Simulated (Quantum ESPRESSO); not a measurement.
## Mg2AuMo2InIr2 (a curve over strain)

Simulated, not a measurement. The program is pw.x of Quantum ESPRESSO 7.5 (plane-wave density functional theory). The cell is made up: eight metal atoms on a face-centred cubic lattice, with elements, volume, strain and displacements drawn at random and not relaxed, so it may be unstable or far from any real phase. PseudoDojo standard norm-conserving files set the functional (PBE unless stated); there is no spin polarisation or spin-orbit coupling, the Fermi-Dirac width of 0.25 eV means electrons at about 2900 K, and the masses in the input are unused placeholders. Heavy elements are run without spin-orbit coupling, which real alloys of them have. A spin test at this wide smearing found no moment, but such smearing suppresses magnetism that the real alloy may have.

Seven runs add a strain to one cell (zz); the atoms follow the cell and are not relaxed. Stress in the table is positive in tension.

Input of the run at +0.0009:

```
&control calculation='scf', pseudo_dir='./dojo.nc.sr.pbe.v0_5.standard.upf', outdir='./o', disk_io='minimal', tprnfor=.true., tstress=.true. /
&system ibrav=0, nat=8, ntyp=5, nbnd=70, ecutwfc=84.00895049, nosym=.true., tot_charge=0,
 occupations='smearing', smearing='fd', degauss=0.0183746611
/
&electrons conv_thr=1.470e-08, electron_maxstep=70, mixing_beta=0.5 /
ATOMIC_SPECIES
Au 1.0 Au.upf
In 1.0 In.upf
Ir 1.0 Ir.upf
Mg 1.0 Mg.upf
Mo 1.0 Mo.upf
CELL_PARAMETERS angstrom
-0.0767 -0.0601 -4.2637
4.3567 -0.026 0.0768
0.0519 -8.488 -0.1202
ATOMIC_POSITIONS angstrom
Mg 0.0024 0.0957 0.15
Au 0.0654 -4.226 -0.086
Mg 2.212 -2.2053 -0.046
Mo 2.2093 -6.2212 0.0797
In -0.1062 -2.0409 -2.0459
Ir -0.055 -6.4958 -2.2061
Mo 2.3215 -0.0786 -2.1096
Ir 2.2051 -4.2577 -2.1599
K_POINTS automatic
6 5 3 1 1 1
```

| added strain | free energy less that of the input shown (eV) | stress xx (GPa) | stress yy (GPa) | stress zz (GPa) | stress xy (GPa) | pressure (GPa) | iterations |
| --- | --- | --- | --- | --- | --- | --- | --- |
| -0.0135 | -0.2236 | 14.77 | 15.71 | 15.17 | 0.39 | -15.21 | 15 |
| -0.0084 | -0.1466 | 15.03 | 15.99 | 15.65 | 0.42 | -15.55 | 15 |
| -0.0016 | -0.0399 | 15.35 | 16.34 | 16.26 | 0.46 | -15.98 | 15 |
| +0.0009 | 0.0000 | 15.46 | 16.47 | 16.48 | 0.47 | -16.13 | 15 |
| +0.0127 | 0.1969 | 15.95 | 17.02 | 17.46 | 0.53 | -16.81 | 15 |
| +0.0160 | 0.2539 | 16.07 | 17.16 | 17.72 | 0.54 | -16.98 | 15 |
| +0.0234 | 0.3846 | 16.34 | 17.46 | 18.28 | 0.58 | -17.36 | 17 |

A cubic fit gives a slope of stress zz against the added strain of 87 GPa at zero added strain, with the atoms clamped. Across the table the energy follows the integral of volume times stress to 0.8 meV. A rerun of one of the cells at a higher cutoff and on a denser mesh moved values by no more than 0.004 eV in energy, 0.02 GPa in stress and 0.010 eV/Å in force, and a second program with other atomic files agreed on that cell to 2 % rms in force and 0.5 GPa in pressure.